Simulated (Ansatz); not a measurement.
Input and command of a plane-wave DFT calculation in Ansatz:

```yaml
crystal:
  lattice:
    - [2.8746672096, 0.0, 0.0]
    - [-1.4373336048, 2.489534831, 0.0]
    - [0.0, 0.0, 5.5609107846]
  atoms:
    - { symbol: Ti, position: [0.3333333333, 0.6666666667, 0.25] }
    - { symbol: Ti, position: [0.6666666667, 0.3333333333, 0.75] }
    - { symbol: O, position: [0.0, 0.0, 0.0] }
    - { symbol: O, position: [0.0, 0.0, 0.5] }
basis:
  ecutwfc: 420
kpoints:
  mp_grid: { grid: [18, 18, 8] }
hamiltonian:
  xc: pbesol
scf:
  occupations: { method: gaussian, width: 0.1 }
output:
  forces: true
  stress: true
  eigenvalues: true
relax:
  adjacent_minimum: "off"
  f_tol: 0.01
  max_steps: 30
  cell: { stress_tol: 0.1, fix: [volume] }
```

```bash
ansatz run input.yaml --threads 1 --pin off --max-ram 2560MiB --backend cpu --events-out ev --progress --plain --runs-dir out
```

Processor: Intel(R) Xeon(R) 6975P-C (Granite Rapids), 1 thread, on a host shared with other jobs.

**Question.** How long does it run, and how much memory does it take?

**Answer.** About 8.7 s on 1 thread of Intel(R) Xeon(R) 6975P-C (Granite Rapids) (shared host), peak memory 0.49 GiB. It solves 22 bands at 185 k points (the mesh reduced by the symmetry that the task leaves, which can be less than the crystal's) with about 799 plane waves, in 11 SCF iterations over 2 ionic steps.
